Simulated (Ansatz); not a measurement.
**AlRh: where the heat goes in a short trajectory**

Computed with DFT PBEsol, scalar-relativistic, plane waves, PAW in Ansatz. The runs took a 420 eV cutoff, a shifted (0.5, 0.5, 0.5 steps) 2×2×2 mesh and Fermi–Dirac smearing (0.1 eV). The mesh is coarse. No spin polarisation.

16 atoms start on the lattice sites below (V = 219.6 Å³, 1.04 times the source cell's; static pressure -9.90 GPa, largest force component 0.00 eV/Å) with velocities drawn for 1200 K; constant energy, at which the real crystal may have melted, fixed cell, 58 steps of 6 fs.

```
Al Rh
1.0
     0.00000    0.00000   -6.03300
     0.00000   -6.03300    0.00000
    -6.03300    0.00000    0.00000
Al Rh
8 8
Direct
  0.50000 0.50000 0.50000
  0.00000 0.50000 0.50000
  0.50000 0.00000 0.50000
  0.00000 0.00000 0.50000
  0.50000 0.50000 0.00000
  0.00000 0.50000 0.00000
  0.50000 0.00000 0.00000
  0.00000 0.00000 0.00000
  0.25000 0.25000 0.25000
  0.75000 0.25000 0.25000
  0.25000 0.75000 0.25000
  0.75000 0.75000 0.25000
  0.25000 0.25000 0.75000
  0.75000 0.25000 0.75000
  0.25000 0.75000 0.75000
  0.75000 0.75000 0.75000
```

```csv
t (fs),T (K),kinetic energy (meV/atom),potential energy over the first frame (meV/atom),P with the kinetic part (GPa)
0.0,1200,145.4,0.0,-8.69
24.0,332,40.2,108.0,-5.05
48.0,560,67.8,78.8,-6.06
72.0,521,63.2,84.1,-5.80
96.0,690,83.6,63.3,-6.45
120.0,609,73.8,73.7,-6.16
144.0,794,96.2,50.1,-7.02
168.0,380,46.0,101.8,-5.38
192.0,591,71.6,75.2,-5.83
216.0,684,82.9,64.2,-6.47
240.0,632,76.6,70.6,-6.07
264.0,641,77.6,69.4,-6.43
288.0,459,55.6,91.6,-5.49
312.0,607,73.5,73.6,-6.09
336.0,762,92.3,54.4,-6.77
```

T counts 3N − 3 degrees of freedom. Means over every step of the second half, not only the rows shown: T = 606 K, kinetic energy 73.5 meV/atom, potential energy 73.6 meV/atom, P = -6.10 GPa.

Q: Does the potential energy follow equipartition for harmonic vibrations?

A: In a harmonic crystal each vibration holds as much potential as kinetic energy on average, here 73.5 meV/atom. The run has 73.6, a ratio of 1.00. That is near one, as for a crystal vibrating about its sites. At constant energy a start from the lattice sites hands about half of the kinetic energy to the potential, so T should settle near 600 K. The time step adds a little: a Verlet scheme lowers a mode's mean kinetic energy against its potential energy by the factor 1 − (ωΔt)²/4. So short a run gives a rough mean. Electronic entropy is part of the potential energy at this smearing.

Q: Split the rise of pressure into the kinetic part and the rest. Can a thermal Grüneisen parameter be estimated?

A: The program counts the kinetic part as N k_B T/V = 0.61 GPa. The pressure lies 3.80 GPa over the static one in all, so the forces add 3.19 GPa. For a harmonic mode with ω ∝ V^(−γ) and an amplitude that scales with the cell, the forces add (2γ − 2/3)U/V, which needs no equipartition; when U equals the kinetic energy K, this and the kinetic part 2K/(3V) sum to the Mie–Grüneisen γE_th/V. With U = N × 73.6 meV, γ = 1/3 + V ΔP_forces/(2U) = 2.19, for harmonic vibrations a mean over the modes weighted by their potential energy, for uniform scaling of the cell (in a layered or otherwise anisotropic crystal this differs from γ under hydrostatic pressure). Most solids fall between 1 and 3, and tetrahedral, framework and layered ones often lower; anharmonic motion and pressure swings in a cell of 16 atoms make this value uncertain by tenths or more.